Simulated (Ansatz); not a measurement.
SbPd:
```xyz
4
Lattice="4.0876 0.0000 0.0000 -2.0438 3.5399 0.0000 0.0000 0.0000 5.5722" Properties=species:S:1:pos:R:3 pbc="T T T"
Sb     0.0000     2.3600     1.3931
Sb     2.0438     1.1800     4.1792
Pd     0.0000     0.0000     0.0000
Pd     0.0000     0.0000     2.7861
```

Relaxed with PBEsol. Special points in fractions of this cell's reciprocal vectors: Γ (0.000, 0.000, 0.000); M (0.500, 0.000, 0.000); K (0.333, 0.333, 0.000); A (0.000, 0.000, 0.500); L (0.500, 0.000, 0.500); H (0.333, 0.333, 0.500).

Task: List the band energies nearest the Fermi level at these points for PBEsol with spin–orbit coupling in the plane-wave PAW code Ansatz.

Result: In eV from the Fermi level; about four levels below and three above (degenerate sets whole), none deeper than 8.9 eV; points with the same levels are listed once.

```json
[
 {"k": "Γ", "below": "-2.21 -2.21 -0.02 -0.02", "above": "0.19 0.19 0.90 0.90"},
 {"k": "M", "below": "-2.23 -2.23 -0.67 -0.67", "above": "1.63 1.63 4.03 4.03"},
 {"k": "K", "below": "-0.52 -0.52 -0.45 -0.45", "above": "0.59 0.59 0.63 0.63"},
 {"k": "A", "below": "-0.49 -0.49 -0.49 -0.49", "above": "2.12 2.12 2.12 2.12"},
 {"k": "L", "below": "-2.60 -2.60 -2.60 -2.60", "above": "0.47 0.47 0.47 0.47"},
 {"k": "H", "below": "-1.78 -1.78 -1.66 -1.66", "above": "3.78 3.78 3.94 3.94"}
]
```

Space group P6_3/mmc (NiAs type). The first step of the workflow began from a Materials Project structure, measured or hypothetical; the Crystallography Open Database files this formula in space group No. 194, but the cells were not matched. Its standing as an ambient phase is unchecked. Symmetry was held in the PBEsol relaxation; whether a distortion lowers the energy is not shown. No spin polarisation was allowed.

Potentials: the later of the program's two PAW sets.
